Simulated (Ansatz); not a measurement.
SrMg (Pm-3m), stationary points along a deformation path

All numbers below come from Ansatz 0.2.0, DFT r2SCAN, scalar-relativistic, plane waves, PAW. Settings: plane waves to 500 eV, k-mesh 14×14×14 (Γ-centred), Gaussian smearing 0.15 eV. No spin polarisation. Energies are free energies at this smearing, counted from the undisturbed cell; pressure is positive in compression.

Reference structure (as given, not relaxed at this level; it stands at 6.7 GPa, and it needn't be the usual structure):

```
Sr Mg
1.0
     3.90000    0.00000    0.00000
     0.00000    3.90000    0.00000
     0.00000    0.00000    3.90000
Sr Mg
1 1
Direct
  0.50000 0.50000 0.50000
  0.00000 0.00000 0.00000
```

At fixed volume and fractional coordinates, lengths along (0.577, 0.577, 0.577) are scaled against those across it; ρ is that ratio over its starting value. V = 29.659 Å³/atom. Δσ is the stress along the axis less the mean stress across it (compression positive).

```
    ρ  ΔE (meV/atom)  Δσ (GPa) space group
0.500         3251.0     99.61         R-3m
0.710          602.7     31.92         R-3m
1.000            0.0      0.00        Pm-3m
1.410          338.8    -11.32         R-3m
2.000          557.3      0.00        Fm-3m
```

Question: How does the stress give the slope of the energy, and where is the energy stationary?

Answer: Along the path d ln(length) is 2/3 d ln ρ on the axis and −1/3 d ln ρ across it, so dE/d ln ρ = −(2/3) V Δσ: the energy falls with ρ where Δσ is positive. Δσ vanishes or changes sign at ρ = 1.000 (Pm-3m), a minimum at 0.0 meV/atom; at ρ = 2.000 (Fm-3m, an end of the scan), at 557.3 meV/atom. Pairs of stationary points between two samples would go unseen, and could change a minimum read from distant neighbours into a maximum. At ρ = 1.000, 2.000 the cell is cubic, where symmetry alone makes the stress isotropic and the slope zero.

In a metal these slopes depend on the k mesh and the smearing.